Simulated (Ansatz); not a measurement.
Q: Name crystals whose computed values (r²SCAN (plane waves, PAW; program Ansatz)) fall in these windows: ε0 96 to 130; B₀ by P(V) fit (GPa) 120 to 150; highest Γ mode, no LO–TO term (cm⁻¹) 680 to 850.

A: 

```
crystal                                                   ε0  B₀ by P(V) fit (GPa)  highest Γ mode, no LO–TO term (cm⁻¹)
-------------------------------------------------------  ---  --------------------  ------------------------------------
Ba2TaBiO6, R-3 (Ba on 6c, Ta on 3b, Bi on 3a, O on 18f)  116                   135                                   776
```
Others may fit too.

Standing as an ambient phase not checked: Ba2TaBiO6, R-3 (Ba on 6c, Ta on 3b, Bi on 3a, O on 18f). The cell was relaxed under the symmetry of its start. Rows with no word on spin ran without spin polarisation. Scalar-relativistic: spin–orbit coupling is off unless named, which matters more the heavier the elements.

Potentials: the later of the program's two PAW sets.
